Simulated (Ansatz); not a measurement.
GaAs (wurtzite, P6_3mc), the program Ansatz at the LDA level (PAW). The conduction-band minimum lies at Γ, with 1 equivalent valley. Second derivatives d²E/dk² of the lowest band at one valley (eV·Å²), along Cartesian directions:

```csv
direction,d²E/dk²
[100],234.4
[010],234.4
[001],234.0
[110],234.4
[101],234.3
[011],234.3
```

**Question.** Find the principal effective masses, the density-of-states mass and the conductivity mass.

**Answer.** Off-diagonal terms follow from H_xy = H[110] − (H_xx + H_yy)/2, and m*/mₑ = 7.620 eV·Å² over each eigenvalue: 0.033, 0.033, 0.033. One valley's DOS mass (m₁m₂m₃)^(1/3) = 0.033, conductivity mass 3/(Σ 1/mᵢ) = 0.033 mₑ.

**Question.** What effective density of states Nc follows at 300 K for parabolic valleys?

**Answer.** Nc = 2.509e19 × 1 × (0.033)^(3/2) ≈ 1.5e17 cm⁻³.

The first step of the workflow began from a Materials Project structure, measured or hypothetical; the Crystallography Open Database copy checked does not list it. It is not the phase usual at ambient conditions (space group No. 216). Symmetry was held in the LDA relaxation; its stability against distortions is not shown here. Spin–orbit coupling is left out wherever it is not named.

Potentials: the earlier of the program's two PAW sets. The files were generated under PBE; for other functionals the program regenerates the frozen cores, and for LDA and PBEsol the local potential too.

Edges and masses are those of Kohn–Sham bands, whose gap is no quasiparticle gap.
